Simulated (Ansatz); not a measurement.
AlPd3N:
```yaml
crystal:
  lattice:
    - [4.13121, 0.00000, 0.00000]
    - [0.00000, 4.13121, 0.00000]
    - [0.00000, 0.00000, 4.13121]
  atoms:
    - { symbol: Al, position: [0.00000, 0.00000, 0.00000] }
    - { symbol: Pd, position: [0.00000, 0.50000, 0.50000] }
    - { symbol: Pd, position: [0.50000, 0.00000, 0.50000] }
    - { symbol: Pd, position: [0.50000, 0.50000, 0.00000] }
    - { symbol: N, position: [0.50000, 0.50000, 0.50000] }
```

Relaxed with PBE. Special points in fractions of this cell's reciprocal vectors: Γ (0.000, 0.000, 0.000); X (0.000, 0.500, 0.000); M (0.500, 0.500, 0.000); R (0.500, 0.500, 0.500).

Task: List the band energies nearest the Fermi level at these points for PBE in the plane-wave PAW code Ansatz.

Result: In eV from the Fermi level; about four levels below and three above (degenerate sets whole), none deeper than 8.9 eV; points with the same levels are listed once.

```csv
k,below,above
Γ,-1.32 -1.29 -1.29 -1.29,0.80 1.30 1.30 1.30
X,-2.14 -1.29 -1.15 -1.15,0.98 1.23 3.60 3.60
M,-1.65 -0.64 -0.64 -0.38,2.11 3.49 3.49
R,-2.05 -2.05 -2.05 -1.44 -1.44 -1.44,0.92 0.97 0.97 0.97
```

Space group Pm-3m (anti-perovskite). The start of the workflow was typed in or built on a structure type; neither database checked (COD, Materials Project) lists it. Whether it is the stable phase at ambient conditions was not checked. Symmetry was held in the PBE relaxation; whether a distortion lowers the energy is not shown. No spin polarisation was allowed. The volume moved by 19 % from the start of the relaxation. Scalar-relativistic: spin–orbit coupling is off unless named, which matters more the heavier the elements.

Potentials: the earlier of the program's two PAW sets.
